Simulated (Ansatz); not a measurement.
# Relaxing ZrPt in the L11 type

First guess:

```
CELL_PARAMETERS angstrom
1.50151 -0.86690 4.90492
0.00000 1.73379 4.90492
-1.50151 -0.86690 4.90492
ATOMIC_POSITIONS crystal
Pt 0.00000 0.00000 0.00000
Zr 0.50000 0.50000 0.50000
```

All numbers below come from DFT, r2SCAN, PAW with Ansatz's default frozen-core files, scalar-relativistic in Ansatz 0.2.0.

Cell and atoms relax within the symmetry of the start on a 14×14×14 k mesh with 0.05 eV Fermi–Dirac smearing.

The start is built from a prototype, known or not as a phase of this compound; the cutoff is 500 eV.

No spin–orbit coupling, which matters for the heavy atoms here.

(1) What is the pressure of the first guess?

(2) What does it relax to?

(3) How much energy does the relaxation release?

## Answers

(1) -7.47 GPa.

(2) a = 3.737 Å, b = 3.737 Å, c = 10.164 Å, α = 90.00°, β = 90.00°, γ = 120.00° (conventional cell), 20.49 Å³ per atom:
```cif
data_structure
_symmetry_space_group_name_H-M 'R-3m:H'
_symmetry_Int_Tables_number 166
_cell_length_a 3.7371
_cell_length_b 3.7371
_cell_length_c 10.1645
_cell_angle_alpha 90.000
_cell_angle_beta 90.000
_cell_angle_gamma 120.000
_cell_volume 122.94
loop_
_atom_site_label
_atom_site_type_symbol
_atom_site_symmetry_multiplicity
_atom_site_Wyckoff_symbol
_atom_site_fract_x
_atom_site_fract_y
_atom_site_fract_z
_atom_site_occupancy
Pt1 Pt 3 a 0.00000 0.00000 0.00000 1
Zr1 Zr 3 b 0.66667 0.33333 0.83333 1
```

(3) 417 meV/atom.
